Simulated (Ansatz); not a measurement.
The start is a relaxed ScAl3 cell deformed by the Cartesian strain tensor (xx, yy, zz, yz, xz, xy) = (0.067, 0.164, 0.058, 0.109, -0.030, -0.015). Cell shape, volume and atoms are optimised at zero target pressure with PBEsol (plane waves to 420 eV, PAW, scalar-relativistic; Ansatz, a first-principles code). The first steps use a coarse 8×7×8 k-mesh.

Input geometry:
```yaml
crystal:
  lattice:
    - [4.34478, -0.06312, -0.12419]
    - [-0.06312, 4.73976, 0.44181]
    - [-0.12419, 0.44181, 4.30813]
  atoms:
    - { symbol: Al, position: [0.00000, 0.50000, 0.50000] }
    - { symbol: Al, position: [0.50000, 0.50000, 0.00000] }
    - { symbol: Al, position: [0.50000, 0.00000, 0.50000] }
    - { symbol: Sc, position: [0.00000, 0.00000, 0.00000] }
```

Energy released: 0.35 eV/atom
Relative to the parent: The parent structure is recovered, Pm-3m (No. 221)
Shortest distances (start → end): The closest pairs of elements (up to four, under 3.6 Å), start → end: Al–Al 2.89 → 2.88 Å; Al–Sc 2.89 → 2.88 Å
Optimiser moves: 9

The end point of the relaxation:

Space group Pm-3m (No. 221); a = b = c = 4.0720 Å, α = β = γ = 90.00°

```csv
atom,site,symmetry,x,y,z
Al,3c,4/mm.m,0.0000,0.5000,0.5000
Sc,1a,m-3m,0.0000,0.0000,0.0000
```

Final values are on a 12×12×12 k-mesh of the relaxed cell. No spin polarisation in the result.

The run could not lose the symmetry of its start.

All atoms sit on sites fixed by symmetry, so only the cell could relax.
